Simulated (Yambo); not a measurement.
CdSe (wurtzite, space group P6_3mc, No. 186), G0W0@PBE in Yambo with this input:

```
rim_cut
gw0
dyson
el_el_corr
HF_and_locXC
ppa
em1d
RandQpts= 1000000
RandGvec= 1 Ry
EXXRLvcs= 120 Ry
VXCRLvcs= 480 Ry
Chimod= "HARTREE"
% BndsRnXp
 27 | 399 |
%
NGsBlkXp= 12 Ry
% LongDrXp
 1.0 | 1.0 | 1.0 |
%
PPAPntXp= 27.2114 eV
% GbndRnge
 1 | 399 |
%
GTermKind= "BG"
DysSolver= "n"
ExtendOut
```

On a 3×3×2 mesh, with wavefunctions cut at 120 Ry, the gap (Γ → Γ) is 1.364 eV and the valence edge shifts by -0.643 eV.

Task: What happens with this change: 7 Ry block?

Result: The gap falls by 0.055 eV, to 1.309 eV; the shift of the valence edge becomes -0.547 eV. Neither run is shown to be the converged limit.

Spin-orbit coupling is not included.

Geometry relaxed with PBEsol; primitive cell a = 4.304 Å, b = 4.304 Å, c = 7.019 Å, α = 90.00°, β = 90.00°, γ = 120.00°.

A shift is the quasiparticle energy of the state minus its PBE energy.

The potentials are those of PseudoDojo's stringent table.
